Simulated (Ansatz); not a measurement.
Ta$_{2}$N:
```
Ta2N
1.0
    3.07496     0.00000     0.00000
   -1.53748     2.66299     0.00000
    0.00000     0.00000     4.89141
N Ta
1 2
Direct
  0.00000   0.00000   0.00000
  0.33333   0.66667   0.25650
  0.66667   0.33333   0.74350
```

Relaxed with r²SCAN. Special points in fractions of this cell's reciprocal vectors: Γ (0.000, 0.000, 0.000); M (0.500, 0.000, 0.000); K (0.333, 0.333, 0.000); A (0.000, 0.000, 0.500); L (0.500, 0.000, 0.500); H (0.333, 0.333, 0.500).

Problem. List the band energies nearest the Fermi level at these points for r²SCAN in the plane-wave PAW code Ansatz.

Solution. In eV from the Fermi level; about four levels below and three above (degenerate sets whole), none deeper than 8.9 eV; points with the same levels are listed once.

```tsv
k	below	above
Γ	-5.44 -0.80 -0.21 -0.21	0.11 0.51 0.51
M	-6.72 -4.84 -2.92 -1.55	1.61 2.14 4.11
K	-6.67 -3.61 -2.95 -2.95	1.42 1.42 2.99
A	-3.26 -3.01 -1.05 -1.05	1.76 2.32 2.50 2.50
L	-3.50 -2.46 -2.28 -0.55	0.76 3.70 3.92
H	-6.83 -2.80 -2.18 -2.18	0.77 0.95 0.95
```

Space group P-3m1 (anti-CdI2 type). Symmetry was held in the r²SCAN relaxation; of distortions, only those at the zone centre were tested. The run is not spin-polarised. The volume moved by 19 % from the start of the relaxation. With an odd number of electrons in the cell and no spin polarisation, the count alone makes it a metal. Spin–orbit coupling is left out wherever it is not named.

Potentials: the later of the program's two PAW sets.
